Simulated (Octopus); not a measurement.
SnO₂ (P42/mnm, No. 136): Octopus summary

SnO$_{2}$ (P42/mnm, No. 136):
```xyz
6
Lattice="4.7648 0.0000 0.0000 0.0000 4.7648 0.0000 0.0000 0.0000 3.2075" Properties=species:S:1:pos:R:3 pbc="T T T"
Sn     2.3824     2.3824     1.6038
Sn     0.0000     0.0000     0.0000
O      0.9245     3.8403     1.6038
O      3.8403     0.9245     1.6038
O      3.3069     3.3069     0.0000
O      1.4579     1.4579     0.0000
```
The cell is a database entry, not relaxed again.

Level: LDA. Code: Octopus 16.4. Numerical set-up: grid spacing about 0.16 Å, Γ-centred 4×4×6 k-mesh, Fermi-Dirac smearing of 0.03 eV, no spin polarisation; Troullier-Martins for O / valence-only HGH without core correction for Sn. Spin-orbit coupling is left out.

Problem. What band gap does LDA give on the standard high-symmetry path?

Solution. 0.84 eV, direct at Γ. A grid finer by a fifth moves the gap between mesh points by 0.01 eV.
